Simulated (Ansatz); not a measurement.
# Computed properties of Ti3Al

Ti₃Al:
```yaml
crystal:
  lattice:
    - [5.74749, 0.00000, 0.00000]
    - [-2.87375, 4.97748, 0.00000]
    - [0.00000, 0.00000, 4.63014]
  atoms:
    - { symbol: Ti, position: [0.82983, 0.65967, 0.25000] }
    - { symbol: Ti, position: [0.17017, 0.82983, 0.75000] }
    - { symbol: Ti, position: [0.34033, 0.17017, 0.25000] }
    - { symbol: Ti, position: [0.17017, 0.34033, 0.75000] }
    - { symbol: Ti, position: [0.82983, 0.17017, 0.25000] }
    - { symbol: Ti, position: [0.65967, 0.82983, 0.75000] }
    - { symbol: Al, position: [0.33333, 0.66667, 0.25000] }
    - { symbol: Al, position: [0.66667, 0.33333, 0.75000] }
```

Space group P6_3/mmc (No. 194); conventional cell a = b = 5.747 Å, c = 4.630 Å, α = β = 90.00°, γ = 120.00°.

Method: DFT-r²SCAN in the program Ansatz with PAW potentials. Structure relaxed to zero pressure with the same functional. Other levels are named where they apply.

### Cell and energy

```json
{
  "volume_per_atom": "16.56 Å³",
  "density": "4.28 g/cm³",
  "Formation energy from the elements (no fitted shifts)": "-0.30 eV/atom"
}
```

### Electronic structure

```json
{
 "electronic_character": "metallic (no gap)",
 "Density of states at the Fermi level": "0.47 states/eV per atom (mean over ±0.08 eV)"
}
```

### Mechanics

```json
{
 "Bulk modulus (Birch–Murnaghan fit)": "121 GPa",
 "Pressure derivative B′": "3.6"
}
```

### Charges

```json
{
 "bader_charges": "Ti +0.45, Al -1.36 e"
}
```

Symmetry was held in the r²SCAN relaxation. No spin polarisation was allowed. Axis ratios of metals converge slowly with the k-mesh, so a and c are less sure than the volume. The references are the lowest solids computed at this level, not always the standard phases.

Potentials: the later of the program's two PAW sets.
